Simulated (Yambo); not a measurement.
Yambo run on KI (rock salt, space group Fm-3m, No. 225). The wavefunctions are norm-conserving PBEsol (Quantum ESPRESSO, 74 Ry, with spin-orbit coupling) ones on a 4×4×4 mesh (16 occupied bands); a = b = c = 4.9526 Å, α = β = γ = 60.00°.

Yambo input:

```
rim_cut
gw0
dyson
el_el_corr
HF_and_locXC
cohsex
em1s
RandQpts= 1000000
RandGvec= 1 Ry
EXXRLvcs= 74 Ry
VXCRLvcs= 296 Ry
Chimod= "HARTREE"
% BndsRnXs
 1 | 176 |
%
NGsBlkXs= 6 Ry
% LongDrXs
 1.0 | 1.0 | 1.0 |
%
ExtendOut
% QPkrange
 1 | 1 | 16 | 17 |
%
```

k points by index: 1 = Γ.

The o-*.qp file then holds:

```
#    K-point    Band    Eo [eV]    E [eV]    E-Eo [eV]    Vxc [eV]    Vnlxc [eV]    Sc|Eo [eV]    Re(Z)    Im(Z)
#
    1    16    0.000000    -3.472109    -3.472109    -11.03276    -14.05574    -0.449135    1.000000    0.000000
    1    17    3.544131    3.303587    -0.240544    -6.707542    -3.079501    -3.868585    1.000000    0.000000
```
(The two width columns are left out.) Convergence of these settings isn't established.

Geometry relaxed with PBEsol.
